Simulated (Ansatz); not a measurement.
Cu Kα1 powder pattern (kinematic, no thermal factors).
```json
{"2θ (°)": "12.79", "relative intensity": "1"}
{"2θ (°)": "24.21", "relative intensity": "77"}
{"2θ (°)": "25.06", "relative intensity": "2"}
{"2θ (°)": "25.75", "relative intensity": "50"}
{"2θ (°)": "27.47", "relative intensity": "100"}
{"2θ (°)": "31.11", "relative intensity": "3"}
{"2θ (°)": "35.64", "relative intensity": "34"}
{"2θ (°)": "40.81", "relative intensity": "3"}
{"2θ (°)": "42.60", "relative intensity": "64"}
{"2θ (°)": "46.48", "relative intensity": "63"}
{"2θ (°)": "49.59", "relative intensity": "10"}
{"2θ (°)": "50.44", "relative intensity": "45"}
{"2θ (°)": "51.44", "relative intensity": "17"}
{"2θ (°)": "52.93", "relative intensity": "2"}
{"2θ (°)": "56.71", "relative intensity": "8"}
{"2θ (°)": "59.02", "relative intensity": "3"}
{"2θ (°)": "60.46", "relative intensity": "1"}
{"2θ (°)": "64.87", "relative intensity": "22"}
{"2θ (°)": "65.84", "relative intensity": "1"}
{"2θ (°)": "67.40", "relative intensity": "8"}
{"2θ (°)": "68.93", "relative intensity": "14"}
{"2θ (°)": "70.19", "relative intensity": "5"}
{"2θ (°)": "73.06", "relative intensity": "15"}
{"2θ (°)": "73.44", "relative intensity": "8"}
{"2θ (°)": "75.47", "relative intensity": "1"}
{"2θ (°)": "76.50", "relative intensity": "1"}
{"2θ (°)": "76.75", "relative intensity": "1"}
{"2θ (°)": "77.97", "relative intensity": "10"}
{"2θ (°)": "80.74", "relative intensity": "24"}
{"2θ (°)": "83.74", "relative intensity": "10"}
{"2θ (°)": "83.91", "relative intensity": "1"}
{"2θ (°)": "88.43", "relative intensity": "9"}
{"2θ (°)": "88.96", "relative intensity": "2"}
```

The pattern is computed from a structure relaxed with DFT PBE, scalar-relativistic, plane waves, PAW in Ansatz 0.2.0. No spin polarisation. Its elements are Cd, S, Se.

Give the structure.

Cd4SeS3.
Space group P3m1 (No. 156). a = 4.241 Å, b = 4.241 Å, c = 13.827 Å, α = 90.00°, β = 90.00°, γ = 120.00°
| atom | site | symmetry | x | y | z |
| --- | --- | --- | --- | --- | --- |
| Cd | 1b | 3m. | 0.3333 | 0.6667 | 0.0048 |
| Cd | 1b | 3m. | 0.3333 | 0.6667 | 0.4943 |
| Cd | 1c | 3m. | 0.6667 | 0.3333 | 0.2495 |
| Cd | 1c | 3m. | 0.6667 | 0.3333 | 0.7604 |
| Se | 1b | 3m. | 0.3333 | 0.6667 | 0.6885 |
| S | 1b | 3m. | 0.3333 | 0.6667 | 0.1908 |
| S | 1c | 3m. | 0.6667 | 0.3333 | 0.4356 |
| S | 1c | 3m. | 0.6667 | 0.3333 | 0.9460 |

A pattern alone doesn't exclude other cells with like lines; this is the one computed.

The structure comes from a generated guess; another structure or a mixture of phases may lie lower.
